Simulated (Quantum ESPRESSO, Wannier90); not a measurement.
**InSe (C2/m): Wannier90 run**

```xyz
4
Lattice="0.0000 4.1093 0.0000 -1.7232 0.0000 4.7714 5.8264 -2.0547 0.0000" Properties=species:S:1:pos:R:3 pbc="T T T"
In     1.3835     0.0000    -0.2235
In    -1.3835     0.0000     0.2235
Se    -2.4457     2.0547     1.5795
Se     2.4457    -2.0547    -1.5795
```

Materials Project entry mp-21405; symmetrised, unrelaxed at this level. Not found in the COD (Crystallography Open Database) copy used, which has the formula in other groups; not checked further. Computed values, not measurements, from PBEsol: Quantum ESPRESSO (norm-conserving PseudoDojo potentials, cutoff 69 Ry, spinors with spin-orbit coupling) on a Γ-centred 4×4×4 mesh, then Wannier90. Density: 8×6×8 mesh, cold smearing 0.01 Ry. The cell is built of weakly bound layers, chains or molecules, whose nearest atoms lie 3.55 Å apart. Database cells relaxed without dispersion often hold them too far apart, which can enlarge gaps and weakens couplings between them; spacing and stacking were not compared with the measured crystal.

Valence charges of the files: In 13, Se 16. 92 bands were computed.

Isolated groups of bands, relative to the valence-band maximum (bands from 59 on overlap up to the last one computed):

```tsv
bands	from (eV)	to (eV)	filling	weight on atomic waves
1–8	-47.62	-47.58	filled	Se 3d 100 %
9–20	-46.73	-46.68	filled	Se 3d 100 %
21–28	-14.74	-14.55	filled	In 4d 97 %
29–40	-14.01	-13.56	filled	In 4d 97 %
41–44	-13.14	-11.43	filled	Se 4s 68 %, In 5p 14 %, In 4d 12 %
45–58	-6.22	0.00	filled	Se 4p 63 %, In 5p 19 %, In 5s 15 %
```

Wanted is a model with the orbitals In s p, Se s p, without the filled groups that are mainly made of other shells (semicore states, and anion s where it isn't named); all higher bands stay in for disentanglement.

### Question
Give num_wann, exclude_bands and num_bands, and the number of electrons that the model holds.

### Answer
Electrons: 2×13 + 2×16 = 58, which fill 58 bands.
num_wann = 2 × (2×4 + 2×4) = 32.
exclude_bands = 1-40, 40 bands, so num_bands = 92 − 40 = 52.
The model holds 58 − 1×40 = 18 electrons. With the window frozen to 2.58 eV it follows pw.x to 19 meV rms (states up to 2.1 eV relative to the valence-band maximum).
